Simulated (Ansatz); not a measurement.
An Ansatz (a program for electronic structure) run. Input:

Ansatz 0.2 input:
```yaml
crystal:
  lattice:
    - [4.174053041, 0.0, 0.0]
    - [0.0, 5.2490143397, 0.0]
    - [0.0, 0.0, 4.522773654]
  atoms:
    - { symbol: Cu, position: [0.0, 0.5, 0.1646115398] }
    - { symbol: Cu, position: [0.5, 0.0, 0.8353884602] }
    - { symbol: Cu, position: [0.5, 0.2485472828, 0.3365017316] }
    - { symbol: Cu, position: [0.5, 0.7514527172, 0.3365017316] }
    - { symbol: Cu, position: [0.0, 0.2514527172, 0.6634982684] }
    - { symbol: Cu, position: [0.0, 0.7485472828, 0.6634982684] }
    - { symbol: Ge, position: [0.5, 0.5, 0.8247652953] }
    - { symbol: Ge, position: [0.0, 0.0, 0.1752347047] }
kpoints:
  mp_grid: { grid: [7, 6, 7] }
  band_path:
    path:
      - [[0.0, 0.0, 0.0], [0.5, 0.0, 0.0], [0.5, 0.5, 0.0], [0.0, 0.5, 0.0], [0.0, 0.0, 0.0], [0.0, 0.0, 0.5], [0.5, 0.0, 0.5], [0.5, 0.5, 0.5], [0.0, 0.5, 0.5], [0.0, 0.0, 0.5]]  # Γ-X-S-Y-Γ-Z-U-R-T-Z
      - [[0.5, 0.0, 0.0], [0.5, 0.0, 0.5]]  # X-U
      - [[0.0, 0.5, 0.0], [0.0, 0.5, 0.5]]  # Y-T
      - [[0.5, 0.5, 0.0], [0.5, 0.5, 0.5]]  # S-R
    npoints: 6
hamiltonian:
  xc: r2scan
  pseudopotentials: { azcp: { folder: ./paw }, kind: paw_fr }
magnetization: { noncollinear: true, spin_orbit: true }
scf:
  n_extra_bands: 16
  convergence: { dr2_threshold: 0.0000000001 }
  occupations: { method: gaussian, width: 0.05 }
output: { eigenvalues: true }
```

Output (shortened):

```
Pseudopotential: Cu, paw, valence charge 19
Pseudopotential: Ge, paw, valence charge 14
Functional definition: r2SCAN
non-collinear run that drives no moment, with spin-orbit …
Crystal: 8 atoms, lattice volume = 99.092 Å³
Basis set: ecut = 500 eV, 2513 PW (Γ), exchange–correlation on 128×160×144 points (64 copies of the dense FFT grid, shifted against one another)
Bands: 158, of which v1, the nominal top of the filled ones, is band 142 counted from 1 (141 counted from 0)
Symmetry: 8 space group operations + 8 with time reversal
k-points: 64 of 294
Projection manifold: j_resolved (fully-relativistic pseudo-atomic orbitals)
SCF iter   1: F=—  HF=-48380.594861 eV  |F-HF|=—  |Δ(HF+E_count)|=         —  Δρ=1.75e-1  dr2=2.01e1  dr2_τ=8.58e-3  dr2_m=0.00e0 (ungated)  ethr=3.10e-3  |M|=0.00e0 ∫|m|=0.00e0 μB  |m|>n=0.0e0 m-floor=0.0e0 τ_xc=0.0e0  β_m=0.30  ⟨swp⟩=5.7  Hψ=23196  notcnv=0  defer=112
preconditioner: auto → Kerker (q_TF=auto, 2.897 Å⁻¹)
spin=Noncollinear: Kerker preconditioning applied to the charge; magnetization (m_x, m_y, m_z) channels mix plain (no charge-response kernel on spin).
SCF iter   2: F=—  HF=-48377.721683 eV  |F-HF|=—  |Δ(HF+E_count)|=    2.87e0  Δρ=4.08e-2  dr2=1.54e0  dr2_τ=2.60e-2  dr2_m=0.00e0 (ungated)  ethr=3.10e-3  |M|=0.00e0 ∫|m|=0.00e0 μB  |m|>n=0.0e0 m-floor=0.0e0 τ_xc=0.0e0  β_m=0.34  ⟨swp⟩=2.6  Hψ=9990  notcnv=0  defer=616
SCF iter   3: F=—  HF=-48377.719419 eV  |F-HF|=—  |Δ(HF+E_count)|=   2.26e-3  Δρ=4.30e-2  dr2=1.60e0  dr2_τ=3.30e-3  dr2_m=0.00e0 (ungated)  ethr=1.09e-3  |M|=0.00e0 ∫|m|=0.00e0 μB  |m|>n=0.0e0 m-floor=0.0e0 τ_xc=0.0e0  β_m=0.44  ⟨swp⟩=3.0  Hψ=8507  notcnv=0  defer=624
SCF iter   4: F=—  HF=-48377.405787 eV  |F-HF|=—  |Δ(HF+E_count)|=   3.14e-1  Δρ=1.53e-2  dr2=6.87e-2  dr2_τ=7.48e-4  dr2_m=0.00e0 (ungated)  ethr=1.09e-3  |M|=0.00e0 ∫|m|=0.00e0 μB  |m|>n=0.0e0 m-floor=0.0e0 τ_xc=0.0e0  β_m=0.72  ⟨swp⟩=2.0  Hψ=7022  notcnv=0  defer=624
SCF iter   5: F=—  HF=-48377.629995 eV  |F-HF|=—  |Δ(HF+E_count)|=   2.24e-1  Δρ=1.50e-2  dr2=1.47e-1  dr2_τ=5.18e-4  dr2_m=0.00e0 (ungated)  ethr=4.84e-5  |M|=0.00e0 ∫|m|=0.00e0 μB  |m|>n=0.0e0 m-floor=0.0e0 τ_xc=0.0e0  β_m=0.72  ⟨swp⟩=2.0  Hψ=10572  notcnv=0  defer=624
SCF iter   6: F=—  HF=-48377.612549 eV  |F-HF|=—  |Δ(HF+E_count)|=   1.74e-2  Δρ=9.13e-3  dr2=4.81e-2  dr2_τ=2.98e-4  dr2_m=0.00e0 (ungated)  ethr=4.84e-5  |M|=0.00e0 ∫|m|=0.00e0 μB  |m|>n=0.0e0 m-floor=0.0e0 τ_xc=0.0e0  β_m=0.58  ⟨swp⟩=2.0  Hψ=9488  notcnv=0  defer=624
SCF iter   7: F=—  HF=-48377.610233 eV  |F-HF|=—  |Δ(HF+E_count)|=   2.32e-3  Δρ=2.71e-3  dr2=4.78e-3  dr2_τ=1.58e-5  dr2_m=0.00e0 (ungated)  ethr=3.39e-5  |M|=0.00e0 ∫|m|=0.00e0 μB  |m|>n=0.0e0 m-floor=0.0e0 τ_xc=0.0e0  β_m=0.79  ⟨swp⟩=2.0  Hψ=6780  notcnv=0  defer=624
SCF iter   8: F=—  HF=-48377.612837 eV  |F-HF|=—  |Δ(HF+E_count)|=   2.60e-3  Δρ=6.57e-4  dr2=7.05e-4  dr2_τ=9.16e-7  dr2_m=0.00e0 (ungated)  ethr=3.37e-6  |M|=0.00e0 ∫|m|=0.00e0 μB  |m|>n=0.0e0 m-floor=0.0e0 τ_xc=0.0e0  β_m=0.68  ⟨swp⟩=2.0  Hψ=7714  notcnv=0  defer=624
SCF iter  17: F=-48377.612747 eV  HF=-48377.612747 eV  |F-HF|=5.09e-11  |Δ(HF+E_count)|=  2.91e-11  Δρ=2.83e-7  dr2=6.26e-11  dr2_τ=3.97e-13  dr2_m=0.00e0 (ungated)  ethr=1.00e-12  |M|=0.00e0 ∫|m|=0.00e0 μB  |m|>n=0.0e0 m-floor=0.0e0 τ_xc=0.0e0  ⟨swp⟩=2.4  Hψ=10003  notcnv=0
SCF 1 converged in 17 iterations: F = -48377.612747 eV  dr2 = 6.26e-11
NSCF: frozen V_eff on 76 k-points
SCF converged after 17 iterations
Magnetization: |M| = 0.0000 μB,  M = (+0.0000, +0.0000, +0.0000) μB
Absolute magnetization: 0.0000 μB (∫|m|)
  site 0: m = (+0.0000, +0.0000, +0.0000) μB, |m| = 0.0000 μB  (R = 1.07 Å)
  site 1: m = (+0.0000, +0.0000, +0.0000) μB, |m| = 0.0000 μB  (R = 1.07 Å)
  site 2: m = (+0.0000, +0.0000, +0.0000) μB, |m| = 0.0000 μB  (R = 1.06 Å)
  site 3: m = (+0.0000, +0.0000, +0.0000) μB, |m| = 0.0000 μB  (R = 1.06 Å)
  site 4: m = (+0.0000, +0.0000, +0.0000) μB, |m| = 0.0000 μB  (R = 1.06 Å)
  site 5: m = (+0.0000, +0.0000, +0.0000) μB, |m| = 0.0000 μB  (R = 1.06 Å)
  site 6: m = (+0.0000, +0.0000, +0.0000) μB, |m| = 0.0000 μB  (R = 1.06 Å)
  site 7: m = (+0.0000, +0.0000, +0.0000) μB, |m| = 0.0000 μB  (R = 1.06 Å)
Free energy (F): -48377.612747 eV
Harris-Foulkes:  -48377.612747 eV  (|F-HF|=5.09e-11)
Internal energy: -48377.609969 eV  (E = F + TS)
E sigma→0 (E₀):  -48377.611358 eV
Entropy (-TS):   -0.002778 eV (-0.347 meV/atom)
Fermi energy:    16.386711 eV
--- Per-component energies (eV) ---
  E_band       = -2499.819974
  E_kinetic    = 1747.691293
  E_local      = -31103.982745  (includes V_loc(G=0)·N_el)
  E_nonlocal   = 5835.242281
  E_hartree    = 13499.257841
  E_xc         = -508.063148
  E_vxc        = -685.928516  (∫ρ·V_xc dr)
  E_paw        = -15033.673297  (= ΣΔE_a)
  E_vpaw       = -5333.889589  (= ΣTr[D̂ρ^β])
  E_aug_tail   = 0.002311  (compensation charges beyond the density's cutoff)
  E_vtau       = 42.528300  (kinetic-family band-sum trace: ∫τ·v_τ [+ j·A + Jᵃ·Aᵃ] dr)
  E_ewald      = -22810.136382
  E_core_change = -3.948122  (= ΣΔE_core)
  E_smearing   = -0.002778  (= −TS)
  E_closure    =  0.000000  (closes the sum)
  Σ components = -48377.612747   (vs F -48377.612747, Δ=0.00e0)
  [band-id]    e_kinetic+e_local+e_nonlocal+2·e_hartree+e_vxc+e_vpaw+e_augmentation_tail+e_vtau = -2499.820984   (vs E_band -2499.819974, Δ=-1.01e-3)
--- Band table (eV; the first three rows and the last of 64) ---
  k-point 0: bands = ["-100.5389", "-100.5389", "-100.5346", "-100.5346", "-100.5330", "-100.5330", "-100.5294", "-100.5294", "-100.4939", "-100.4939", "-100.4932", "-100.4932", "-58.1306", "-58.1306", "-58.1208", "-58.1208", "-58.1165", "-58.1165", …
  k-point 1: bands = ["-100.5388", "-100.5388", "-100.5346", "-100.5346", "-100.5330", "-100.5330", "-100.5294", "-100.5294", "-100.4939", "-100.4939", "-100.4932", "-100.4932", "-58.1306", "-58.1306", "-58.1212", "-58.1212", "-58.1166", "-58.1166", …
  k-point 2: bands = ["-100.5386", "-100.5386", "-100.5346", "-100.5346", "-100.5331", "-100.5331", "-100.5294", "-100.5294", "-100.4938", "-100.4938", "-100.4934", "-100.4934", "-58.1306", "-58.1306", "-58.1219", "-58.1219", "-58.1166", "-58.1166", …
  k-point 63: bands = ["-100.5344", "-100.5344", "-100.5344", "-100.5344", "-100.5332", "-100.5332", "-100.5332", "-100.5332", "-100.4939", "-100.4939", "-100.4939", "-100.4939", "-58.1202", "-58.1202", "-58.1201", "-58.1201", "-58.1170", "-58.1170", …
```

Cost: about 15 core-minutes (a rough figure) on shared cores.

Space group Pmmn. The workflow started from a Materials Project entry (that database holds measured and hypothetical structures alike); the Crystallography Open Database copy checked does not list it. Its standing as an ambient phase is unchecked. Symmetry was held in the r²SCAN relaxation; whether a distortion lowers the energy is not shown. The run is not spin-polarised.

Potentials: the earlier of the program's two PAW sets.

Ansatz is a plane-wave DFT program.
